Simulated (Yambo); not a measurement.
Consider the following.

```
Ba2CaMoO6
1.0
    0.00000     4.25032     4.25032
    4.25032     0.00000     4.25032
    4.25032     4.25032     0.00000
O Ca Mo Ba
6 1 1 2
Direct
  0.72976   0.72976   0.27024
  0.27024   0.27024   0.72976
  0.27024   0.72976   0.72976
  0.72976   0.27024   0.27024
  0.72976   0.27024   0.72976
  0.27024   0.72976   0.27024
  0.00000   0.00000   0.00000
  0.50000   0.50000   0.50000
  0.75000   0.75000   0.75000
  0.25000   0.25000   0.25000
```

Workflow: PBEsol (Quantum ESPRESSO, PseudoDojo norm-conserving, 84 Ry, without SOC), then G0W0 in Yambo (2×2×2 Γ-centred k mesh, bands 2 to 296 and a 8 Ry block in the screening, 296 bands in G with the Bruneval-Gonze terminator, plasmon pole fitted at 27.2 eV).

Q: Give the PBEsol and G0W0 gaps between the band edges found on this mesh, and say where the edges lie.

A: Edges: Γ → X. PBEsol: 1.98 eV; G0W0: 3.44 eV. Nearest settings tried, and what they do to the gap: 116 bands in G: +34 meV; 142 bands in W: +67 meV; 3 Ry block (113 vectors against 459): +88 meV. Not varied: mesh. So the settings aren't converged at that level. The k mesh is coarse. Spin-orbit splittings are left out.

Geometry of the Materials Project entry, not relaxed at this level.
